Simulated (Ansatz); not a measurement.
## Response of Sc to small distortions

```yaml
crystal:
  lattice:
    - [3.30880, 0.00000, 0.00000]
    - [-1.65440, 2.86550, 0.00000]
    - [0.00000, 0.00000, 5.26800]
  atoms:
    - { symbol: Sc, position: [0.33333, 0.66667, 0.25000] }
    - { symbol: Sc, position: [0.66667, 0.33333, 0.75000] }
```

Atoms are numbered in the order listed.

The cell comes from COD entry 9011704, which wasn't checked; take it as a given geometry.

Level of theory: Ansatz 0.2.0, DFT, LDA, all-electron LAPW, scalar-relativistic.

The runs use a Γ-centred 13×13×7 k mesh, Fermi–Dirac smearing of 0.03 eV, basis error target 0.5 meV/atom, no spin polarisation.

The unchanged cell is at -5.29 GPa.

In a metal, stresses and small energies carry noise from the k mesh.

x, y and z are the Cartesian axes of the cell as listed; fractional coordinates follow a strain, and an engineering shear is twice the off-diagonal strain component.

Problem. With this change (equal xy, yz and zx engineering shear strains of -2 %), what becomes of the energy and stress and forces?

Solution. Energy change +2 meV/atom; stress change (xx, yy, zz, yz, xz, xy) 0.01, 0.01, 0.06, 0.52, 0.52, 0.68 GPa, compression positive; change of the force on Sc1 (0.028, 0.000, 0.003) eV/Å.

Problem. With this change (equal xy, yz and zx engineering shear strains of -1 %), what becomes of the energy and stress and forces?

Solution. Energy change under 1 meV/atom; stress change (xx, yy, zz, yz, xz, xy) 0.00, 0.00, 0.02, 0.26, 0.26, 0.34 GPa, compression positive; change of the force on Sc1 (0.013, 0.000, 0.001) eV/Å.

Problem. With this change (equal xy, yz and zx engineering shear strains of +1 %), what becomes of the energy and stress and forces?

Solution. Energy change under 1 meV/atom; stress change (xx, yy, zz, yz, xz, xy) 0.00, 0.00, 0.01, -0.26, -0.26, -0.34 GPa, compression positive; change of the force on Sc2 (0.010, 0.000, -0.001) eV/Å.

With equal xy, yz and zx engineering shear strains of +2 %: energy change +2 meV/atom; stress change (xx, yy, zz, yz, xz, xy) 0.01, 0.02, 0.06, -0.51, -0.51, -0.67 GPa, compression positive; change of the force on Sc2 (0.019, 0.000, -0.003) eV/Å.
